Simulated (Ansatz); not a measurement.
# Computed properties of NbSi

```
Nb Si
1.0
     0.00000    2.57365    2.57365
     2.57365    0.00000    2.57365
     2.57365    2.57365    0.00000
Nb Si
1 1
Direct
  0.00000 0.00000 0.00000
  0.50000 0.50000 0.50000
```

Atom numbers follow the list: Nb1, Si2.

The structure comes from a relaxation in the same program, started in the rocksalt type, and has space group Fm-3m. Whether it is a known phase or the ground state wasn't checked.

Spin polarisation is left out, and whether a magnetic state lies lower isn't shown here.

Levels of theory: DFT, PBE, all-electron LAPW, scalar-relativistic (Ansatz 0.2.0); DFT, PBE, PAW with Ansatz's default frozen-core files, scalar-relativistic (Ansatz 0.2.0).

For LAPW: a Γ-centred 14×14×14 k mesh, Fermi–Dirac smearing of 0.05 eV, basis error target 1 meV/atom, no spin polarisation. PAW takes a cutoff of 420 eV at this cell. The Ansatz runs share mesh, smearing and spin set-up. Values come from LAPW unless marked.

```yaml
Band_gap: "none: with an odd electron count and no spin polarisation the bands can't all be full, a metal in this set-up (spin order or a larger cell could open a gap)"
Density_of_states_at_the_Fermi_level_0.2_eV_bin: 1.47 states/eV per cell
Löwdin_charges_with_0.07_e_of_the_cell_spilling_out_of_the_atomic_basis_so_their_sizes_and_signs_hang_on_that_basis: Nb1 0.14, Si2 -0.07 e
Bader_charges_from_the_PAW_run: Nb1 +0.88, Si2 -0.88 e
Volume_per_atom: 17.05 Å³
Pressure_at_this_cell: 0.00 GPa
```
